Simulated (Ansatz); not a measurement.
The slice is one period of a {100} plane through atoms; its size isn't given.

These are PBE (plane waves to 420 eV, PAW, scalar-relativistic; Ansatz, a quantum-chemistry and plane-wave program) values and carry that method's errors. Inside the PAW spheres the values are not all-electron values, and peaks at nuclei hang on which shells count as valence.

```
|@@@%#*+===---:::::::---===+*#%@@|
|@@%%#*+===---:::::::---===+*#%%@|
|%%%#*++==---:::::::::---==++*#%%|
|###*++===---:::::::::---===++*##|
|***++===---:::::.:::::---===++**|
|++++===---::::.....::::---===+++|
|======---::::.......::::---=====|
|=====----:::.........:::----====|
|===----::::...........::::----==|
|------::::.....   .....::::-----|
|-----::::....       ....::::----|
|---:::::....         ....:::::--|
|:::::::....           ....::::::|
|::::::.....           .....:::::|
|::::::....             ....:::::|
|:::::.....             .....::::|
|::::::....             ....:::::|
|::::::.....           .....:::::|
|:::::::....           ....::::::|
|---:::::....         ....:::::--|
|-----::::....       ....::::----|
|------::::.....   .....::::-----|
|===----::::...........::::----==|
|=====----:::.........:::----====|
|======---::::.......::::---=====|
|++++===---::::.....::::---===+++|
|***++===---:::::.:::::---===++**|
|###*++===---:::::::::---===++*##|
|%%%#*++==---:::::::::---==++*#%%|
|@@%%#*+===---:::::::---===+*#%%@|
|@@@%#*+===---:::::::---===+*#%@@|
|@@@%#*+===---:::::::---===+*#%@@|
```
Scale: ten equal steps from -1.80 (start of ' ') to 1.53 (end of '@'), in the order ' .:-=+*#%@'. Values: log₁₀ of the valence density in e/Å³. The map has 32 points along u (one character each, u = 0 at the left) and 32 along v (v = 0 in the bottom row). The scale is logarithmic, as a density can span decades between atoms and voids.

```
|xxxx5789999986433346899999875xxx|
|xxxx5789999976433346799999875xxx|
|xxx578899998754333457899998875xx|
|45578889999865322235689999888755|
|77788899998764322234678999988877|
|88888999987653221223567899998888|
|99999998876543211123456788999999|
|99999998765432111112345678999999|
|99999987654321100011234567899999|
|99999876543211000001123456789999|
|99988765432110000000112345678899|
|88776654321100000000011234566778|
|66655433211000000000001123345566|
|54443322110000000000000112233444|
|33332221100000000000000011222333|
|33332211100000000000000011122333|
|33332221100000000000000011222333|
|54443322110000000000000112233444|
|66655433211000000000001123345566|
|88776654321100000000011234566778|
|99988765432110000000112345678899|
|99999876543211000001123456789999|
|99999987654321100011234567899999|
|99999998765432111112345678999999|
|99999998876543211123456788999999|
|88888999987653221223567899998888|
|77788899998764322234678999988877|
|45578889999865322235689999888755|
|xxx578899998754333457899998875xx|
|xxxx5789999976433346799999875xxx|
|xxxx5789999986433346899999875xxx|
|xxxx4789999986533356899999874xxx|
```
Scale: ten equal steps from 0.01 (start of '0') to 0.73 (end of '9'), in the order '0123456789'. Values: electron localisation function (ELF). The map has 32 points along u (one character each, u = 0 at the left) and 32 along v (v = 0 in the bottom row). Points within 0.5 Å of a nucleus are blanked (x), as the pseudised field means little there.

Problem. Which relaxed crystal do these maps come from?
A. CuI (zinc blende)
B. InSb (zinc blende)
C. AlAs (zinc blende)
D. BP (zinc blende)

Solution. C, AlAs (zinc blende). Atoms on the slice: As at (0.00, 0.00)

All were relaxed with their symmetry unable to fall. At this level the bands of InSb touch or barely overlap; measurements give the solid a gap. CuI is run without spin polarisation. Spin-orbit coupling is left out.
